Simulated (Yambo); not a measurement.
```
AgI
1.0
    0.00000     3.17211     3.17211
    3.17211     0.00000     3.17211
    3.17211     3.17211     0.00000
Ag I
1 1
Cartesian
  0.00000   0.00000   0.00000
  1.58606   1.58606   1.58606
```

AgI (zinc blende, space group F-43m, No. 216): mean Im ε in 1 eV windows above the direct gap of 2.36 eV, for different electron-hole kernels (Yambo, broadening 0.15 eV, norm-conserving LDA (Quantum ESPRESSO, 86 Ry, no spin-orbit coupling) bands; 6×6×6 mesh, 8 valence and 4 conduction bands, static screening with 39 bands and a 4 Ry block, scissor 1.31 eV, Tamm-Dancoff; field along x).

```csv
window (eV),independent quasiparticles,RPA (no attraction),"TDDFT, adiabatic LDA kernel",BSE
2.4 to 3.4,1.3,1.3,1.3,2.9
3.4 to 4.4,2.5,2.5,2.6,4.5
4.4 to 5.4,3.3,3.1,3.3,4.2
5.4 to 6.4,4.8,4.3,4.5,5.9
6.4 to 7.4,7.4,5.4,5.8,6.1
7.4 to 8.4,7.8,5.6,6.0,5.9
```

This run doesn't resolve bound excitons or single peaks, so only averages are given, and they too depend on the mesh; weight that the attraction moves below the gap isn't listed. All transitions below 9.74 eV are in the band window. The scissor comes from a G0W0 run whose convergence isn't established.

Without spin-orbit coupling, band edges of such heavy elements can be off by tenths of an eV.

Geometry relaxed with LDA.
